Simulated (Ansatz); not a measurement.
A structure of SnS relaxed with PBEsol (plane waves to 420 eV, PAW, scalar-relativistic; Ansatz, a program for electronic structure); single points at other levels follow on the same geometry (Ansatz, PAW; HSE06 at 420 eV on a 6×6×6 k-mesh; no spin-orbit coupling). Space group Fm-3m (No. 225).

```cif
data_SSn
_chemical_formula_sum 'Sn1 S1'
_space_group_name_H-M_alt 'P 1'
_space_group_IT_number 1
_cell_length_a 4.06134
_cell_length_b 4.06134
_cell_length_c 4.06134
_cell_angle_alpha 60.000
_cell_angle_beta 60.000
_cell_angle_gamma 60.000
loop_
_space_group_symop_operation_xyz
  'x, y, z'
loop_
_atom_site_label
_atom_site_type_symbol
_atom_site_fract_x
_atom_site_fract_y
_atom_site_fract_z
_atom_site_occupancy
Sn1 Sn 0.50000 0.50000 0.50000 1
S1 S 0.00000 0.00000 0.00000 1
```

```json
[
 {"level": "PBEsol", "gap (eV)": "0.13", "kind": "direct", "conduction minimum": "k = (0, 0.0714, -0.4286)"},
 {"level": "HSE06", "gap (eV)": "[?]", "kind": "–", "conduction minimum": "[?]"}
]
```

Question: What belongs in the gaps?

Answer: 
- HSE06, gap (eV): 0.33
- HSE06, conduction minimum: k = (0, 0.0714, -0.4286)

HSE06 gaps come from a coarse mesh plus a few chosen points, so they may be too large. No spin polarisation in the result.

The run could not lose the symmetry of its start.

The first start was generated by placing the elements on the sites of a structure type. A measured structure of SnS has the same space group, Fm-3m (No. 225); the sites were not compared with it. Another known form has space group No. 62.
